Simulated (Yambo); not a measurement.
Yambo run on Si (diamond, space group Fd-3m, No. 227). The wavefunctions are PBEsol (Quantum ESPRESSO, PseudoDojo norm-conserving, 36 Ry, without SOC) ones on a 4×4×4 mesh (4 occupied bands); a = b = c = 3.8412 Å, α = β = γ = 60.00°.

Yambo input:

```
rim_cut
HF_and_locXC
RandQpts= 1000000
RandGvec= 1 Ry
EXXRLvcs= 36 Ry
VXCRLvcs= 144 Ry
% QPkrange
 1 | 1 | 4 | 5 |
 3 | 3 | 4 | 5 |
 7 | 7 | 4 | 5 |
 8 | 8 | 4 | 5 |
%
```

k points by index: 1 = Γ, 3 = L, 7 = X, 8 = W.

Table of the .hf output:

```
#    K-point    Band    Eo [eV]    Ehf [eV]    Vxc [eV]    Vnlxc [eV]
#
    1    4    0.000000    -1.665399    -11.23198    -12.89738
    1    5    2.512798    6.791666    -10.01589    -5.737017
    3    4    -1.205350    -3.345182    -10.98362    -13.12346
    3    5    1.452285    5.607765    -10.08436    -5.928882
    7    4    -2.874398    -5.664996    -10.54132    -13.33191
    7    5    0.595904    4.473178    -9.044162    -5.166888
    8    4    -3.904310    -6.741393    -9.956532    -12.79361
    8    5    4.180865    8.747392    -9.609789    -5.043262
```
Exchange alone, without screening.

Geometry relaxed with PBEsol.
